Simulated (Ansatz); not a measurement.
Method: PBEsol, scalar-relativistic; collinear spin; PAW, 420 eV, Γ-centred 10×10×10 mesh, 0.05 eV Gaussian smearing; code Ansatz. The datasets are Ansatz's generated set soft_2.

A crystal of composition XB, relaxed at this level of theory, gives this pattern between 10° and 80°.

Cu Kα1 powder pattern (kinematic, no thermal factors).
2θ (°) (relative intensity): 29.11 (100), 33.73 (64), 48.45 (46), 57.52 (46), 60.34 (16), 70.94 (7), 78.45 (19)

Question: Which lattice and cell does the pattern come from?

Answer: Cubic, space group Fm-3m (No. 225), a = 5.310 Å, b = 5.310 Å, c = 5.310 Å, α = 90.00°, β = 90.00°, γ = 90.00°. The line positions fix the lattice at most, not the space group, and lines under 1 % of the strongest aren't listed; this is the group of the computed cell.

The calculation on XB, where X is one element, gave:

```yaml
Band_gap: zero (metallic)
Density_of_states_at_the_Fermi_level: 2.6 states/(eV·atom)
Magnetic_state: ferromagnetic (the only order tried)
Site_spin_moments: X 7.09; B 0.40 μB
Spin_moment_of_the_cell: 8.11 μB
f_electrons_orthogonalised_atomic_orbitals: X 7.05
Formation_energy_from_the_elements_0_K_uncorrected: 0.39 eV/atom (unstable against the elements)
Bulk_modulus_Birch–Murnaghan: 66 GPa
Pressure_derivative_B0′: 4.2
```

Sites: X on 4b, B on 4a.

Question: Which element is X?
A. Gd
B. Eu
C. Dy
D. Tb

Answer: A. X is Gd, so the compound is GdB.

The start was a prototype's sites filled with these elements, not a measured cell.

Without a U the 4f levels of Gd lie too near the Fermi level, so their share of the states there, and what hangs on it, is overstated. Scalar-relativistic only: spin–orbit splittings of the heavy atoms' levels are missing. The run wasn't fully tested for a lower electronic state. Site moments are of spin, integrated over atomic spheres. No antiparallel order was tried.
